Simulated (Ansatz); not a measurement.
# Structures of B3I: which is lowest?

Plane-wave DFT in Ansatz with scalar-relativistic PAW potentials, cutoff 420 eV, Γ-centred meshes chosen by cell and gap, Gaussian smearing with energies taken to zero width. Every cell was relaxed (cell and atoms) in a run of its own, within the symmetry of its start. Functional: PBE.

Relaxed structures (starts from databases or built by putting these elements on another compound's sites):
A. Pm-3m, 4 atoms in the computed cell, a = 3.777 Å; sites (symmetry × multiplicity) B 4/mm.m × 3, I m-3m × 1; start: built
B. I4/mmm, 4 atoms in the computed cell, a = 3.101 Å, c = 13.861 Å; sites (symmetry × multiplicity) B -4m2 × 4 + 4/mmm × 2, I 4/mmm × 2; start: built

Rank them by energy. Could pressure change the order?

| structure | group | E − E(lowest) (meV/atom) | V (Å³/atom) | gap on mesh (eV) |
| --- | --- | --- | --- | --- |
| B | I4/mmm | 0.0 | 16.66 | 0.00 |
| A | Pm-3m | 325 | 13.47 | 0.00 |

B is lowest, 325 meV/atom under A. A is denser by 3.19 Å³/atom, so pressure favours it: ΔE/ΔV, with ΔE in eV and 1 eV/Å³ = 160.2 GPa, gives about 16 GPa for equal enthalpy if both cells were rigid; at such pressures compression changes ΔV much, so this is a scale only. Without a dispersion term the weakly bound lowest cell is too large, so ΔV and this pressure are artefacts in part: a slight pressure closes the gap between layers first. Other structures may lie lower than all of these, and vibrations aren't counted.

Spin-orbit coupling is left out, which matters for the bands of heavy elements. Spin polarisation was left out, and a magnetic state may lie lower.